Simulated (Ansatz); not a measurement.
This cell of MoSi2 (MoSi2 type, space group I4/mmm) is off equilibrium:

```yaml
crystal:
  lattice:
    - [-1.61620, 1.61620, 3.96201]
    - [1.61620, -1.61620, 3.96201]
    - [1.61620, 1.61620, -3.96201]
  atoms:
    - { symbol: Mo, position: [0.00000, 0.00000, 0.00000] }
    - { symbol: Si, position: [0.33574, 0.33574, 0.00000] }
    - { symbol: Si, position: [0.66426, 0.66426, 0.00000] }
```

The numbers are results of PBEsol (plane waves to 420 eV, PAW, scalar-relativistic; Ansatz, a first-principles code), not measurements. k mesh 20×20×20 (Γ-centred), Fermi-Dirac smearing 0.05 eV. Energies are smeared free energies. Stress and pressure are positive under compression. MoSi2 is run without spin polarisation. MoSi2 was relaxed with its symmetry unable to fall. The PAW data are Ansatz's earlier set.

### Question
Give the stress tensor in GPa and the pressure.

### Answer
```
   -7.6      0.0      0.0
    0.0     -7.6      0.0
    0.0      0.0     -8.5
```
The pressure, a third of the trace, is -7.9 GPa.

### Question
It is the relaxed cell scaled evenly to V/V₀ = 1.040, atoms relaxed where free. What is its energy relative to the relaxed cell?

### Answer
14 meV/atom.

(Under strain, the slope of the energy per volume gives the stress and its curvature an elastic modulus.)
